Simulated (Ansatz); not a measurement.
LaAl3:
```yaml
crystal:
  lattice:
    - [6.73619, 0.00000, 0.00000]
    - [-3.36810, 5.83371, 0.00000]
    - [0.00000, 0.00000, 4.57061]
  atoms:
    - { symbol: La, position: [0.33333, 0.66667, 0.25000] }
    - { symbol: La, position: [0.66667, 0.33333, 0.75000] }
    - { symbol: Al, position: [0.86416, 0.72832, 0.25000] }
    - { symbol: Al, position: [0.13584, 0.27168, 0.75000] }
    - { symbol: Al, position: [0.13584, 0.86416, 0.75000] }
    - { symbol: Al, position: [0.86416, 0.13584, 0.25000] }
    - { symbol: Al, position: [0.27168, 0.13584, 0.25000] }
    - { symbol: Al, position: [0.72832, 0.86416, 0.75000] }
```

Relaxed with r²SCAN. Special points in fractions of this cell's reciprocal vectors: Γ (0.000, 0.000, 0.000); M (0.500, 0.000, 0.000); K (0.333, 0.333, 0.000); A (0.000, 0.000, 0.500); L (0.500, 0.000, 0.500); H (0.333, 0.333, 0.500).

List the band energies nearest the Fermi level at these points for plane-wave PAW r²SCAN (Ansatz code).

In eV from the Fermi level; about four levels below and three above (degenerate sets whole), none deeper than 8.9 eV; points with the same levels are listed once.

```json
[
 {"k": "Γ", "below": "-2.39 -2.39 -1.00 -0.43 -0.43", "above": "0.54 0.54 0.75 0.75"},
 {"k": "M", "below": "-1.18 -0.97 -0.96 -0.31", "above": "1.01 1.37 1.90"},
 {"k": "K", "below": "-0.94 -0.94 -0.85 -0.64 -0.64", "above": "1.01 1.17 1.17"},
 {"k": "A", "below": "-1.66 -1.66 -1.66 -1.66 -1.63 -1.63", "above": "2.15 2.15 2.35 2.35"},
 {"k": "L", "below": "-1.38 -1.38 -0.62 -0.62", "above": "1.09 1.09 1.81 1.81"},
 {"k": "H", "below": "-1.28 -1.28 -0.76 -0.76", "above": "0.65 0.65 1.49 1.49"}
]
```

Space group P6_3/mmc. The first step of the workflow began from a Materials Project structure, measured or hypothetical; the Crystallography Open Database copy checked does not list it. Its standing as an ambient phase is unchecked. The cell was relaxed with r²SCAN under the symmetry of its start; its stability against distortions is not shown here. Spin–orbit coupling is left out wherever it is not named.

Potentials: the later of the program's two PAW sets.
